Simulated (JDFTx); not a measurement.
An input for JDFTx (a modified build) (Ru(0001), vacuum; bohr, hartree) and the course of its log:

```
lattice \
  5.1170574511 2.5585287161 0.0000000000 \
  0.0000000000 4.4315017383 0.0000000000 \
  0.0000000000 0.0000000000 42.3298651916
coords-type Lattice
ion Ru 0.6666666670 0.6666666670 -0.1429051340 0
ion Ru 0.0000000000 0.0000000000 -0.0476350450 0
ion Ru 0.6666666670 0.6666666670 0.0476350450 0
ion Ru 0.0000000000 0.0000000000 0.1429051340 0
ion-species pseudo/ru_pbe_v1.2.upf
elec-cutoff 20 100
elec-ex-corr gga-PBE
coulomb-interaction Slab 001
coulomb-truncation-embed 0 0 0
kpoint-folding 10 10 1
elec-smearing Fermi 0.01
lcao-params 10
elec-n-bands 35
electronic-scf nIterations 100 energyDiffThreshold 1e-08
dump-name vac.$VAR
dump End State Ecomponents EigStats BandEigs Forces ElecDensity IonicPositions Fillings Kpoints Dtot
```

```
[one cycle in 5 is shown, and the last three; fluid-solver lines are left out]
	FillingsUpdate:  mu: -0.131964900  nElectrons: 64.000000
SCF: Cycle:  0   F: -372.979006826588147   dF: +6.888e+00   |Residual|: 6.657e-01   |deigs|: 9.227e-03
	FillingsUpdate:  mu: -0.170490187  nElectrons: 64.000000
SCF: Cycle:  5   F: -379.978948023552221   dF: -5.343e-03   |Residual|: 1.062e-02   |deigs|: 9.872e-04
	FillingsUpdate:  mu: -0.174192962  nElectrons: 64.000000
SCF: Cycle: 10   F: -379.987415012791871   dF: -7.467e-04   |Residual|: 4.400e-03   |deigs|: 2.632e-03
	FillingsUpdate:  mu: -0.176350856  nElectrons: 64.000000
SCF: Cycle: 15   F: -379.988789259365149   dF: -2.692e-04   |Residual|: 5.160e-03   |deigs|: 6.401e-04
	FillingsUpdate:  mu: -0.178192216  nElectrons: 64.000000
SCF: Cycle: 20   F: -379.989441002403282   dF: -9.892e-06   |Residual|: 4.443e-03   |deigs|: 5.597e-04
	FillingsUpdate:  mu: -0.179121483  nElectrons: 64.000000
SCF: Cycle: 25   F: -379.989448203630843   dF: +2.790e-04   |Residual|: 5.910e-03   |deigs|: 5.547e-04
	FillingsUpdate:  mu: -0.182305921  nElectrons: 64.000000
SCF: Cycle: 30   F: -379.989819983027473   dF: -1.647e-05   |Residual|: 1.396e-03   |deigs|: 2.860e-04
	FillingsUpdate:  mu: -0.184170759  nElectrons: 64.000000
SCF: Cycle: 35   F: -379.989852858604877   dF: -5.233e-06   |Residual|: 3.358e-04   |deigs|: 2.541e-05
	FillingsUpdate:  mu: -0.184185720  nElectrons: 64.000000
SCF: Cycle: 40   F: -379.989872395287478   dF: -2.242e-06   |Residual|: 1.413e-04   |deigs|: 9.247e-06
	FillingsUpdate:  mu: -0.184214074  nElectrons: 64.000000
SCF: Cycle: 45   F: -379.989891598567453   dF: -2.600e-06   |Residual|: 1.342e-03   |deigs|: 1.438e-05
	FillingsUpdate:  mu: -0.184236865  nElectrons: 64.000000
SCF: Cycle: 50   F: -379.989896751315257   dF: -1.064e-06   |Residual|: 1.560e-03   |deigs|: 1.087e-05
	FillingsUpdate:  mu: -0.183728307  nElectrons: 64.000000
SCF: Cycle: 55   F: -379.989963183937220   dF: -1.667e-05   |Residual|: 1.743e-03   |deigs|: 2.181e-05
	FillingsUpdate:  mu: -0.184230562  nElectrons: 64.000000
SCF: Cycle: 60   F: -379.990554961159887   dF: -1.063e-04   |Residual|: 5.643e-03   |deigs|: 6.713e-05
	FillingsUpdate:  mu: -0.184145444  nElectrons: 64.000000
SCF: Cycle: 65   F: -379.991387155647885   dF: -3.558e-05   |Residual|: 8.898e-03   |deigs|: 1.616e-04
	FillingsUpdate:  mu: -0.184657050  nElectrons: 64.000000
SCF: Cycle: 70   F: -379.991540142030431   dF: -2.877e-05   |Residual|: 1.055e-02   |deigs|: 4.022e-04
	FillingsUpdate:  mu: -0.184026436  nElectrons: 64.000000
SCF: Cycle: 75   F: -379.991929855120361   dF: +8.951e-06   |Residual|: 2.379e-03   |deigs|: 3.987e-04
	FillingsUpdate:  mu: -0.183985950  nElectrons: 64.000000
SCF: Cycle: 80   F: -379.991965337677357   dF: -5.176e-07   |Residual|: 1.623e-04   |deigs|: 9.842e-05
	FillingsUpdate:  mu: -0.184133320  nElectrons: 64.000000
SCF: Cycle: 85   F: -379.991967960073623   dF: -3.445e-07   |Residual|: 1.108e-05   |deigs|: 1.172e-05
	FillingsUpdate:  mu: -0.184141934  nElectrons: 64.000000
SCF: Cycle: 90   F: -379.991969760778261   dF: -2.829e-07   |Residual|: 1.388e-04   |deigs|: 1.002e-06
	FillingsUpdate:  mu: -0.184146478  nElectrons: 64.000000
SCF: Cycle: 95   F: -379.991971197768521   dF: -2.100e-07   |Residual|: 2.937e-04   |deigs|: 1.321e-06
	FillingsUpdate:  mu: -0.184146025  nElectrons: 64.000000
SCF: Cycle: 97   F: -379.991971485724662   dF: -1.625e-07   |Residual|: 3.236e-04   |deigs|: 1.320e-06
	FillingsUpdate:  mu: -0.184147763  nElectrons: 64.000000
SCF: Cycle: 98   F: -379.991971358980550   dF: +1.267e-07   |Residual|: 3.923e-04   |deigs|: 3.437e-06
	FillingsUpdate:  mu: -0.184148802  nElectrons: 64.000000
SCF: Cycle: 99   F: -379.991971570595865   dF: -2.116e-07   |Residual|: 3.989e-04   |deigs|: 1.523e-06
SCF: None of the convergence criteria satisfied after 100 iterations.
IonicMinimize: Iter:   0  F: -379.991971570595865  |grad|_K:  0.000e+00
IonicMinimize: Converged (|grad|_K<1.000000e-04).
```

This run gave no converged result. The loop ran out of cycles short of its threshold. It has stalled and not diverged: the last ten energies span 2e-06 Ha, so the total is near its end, but levels, forces and charges aren't shown converged.
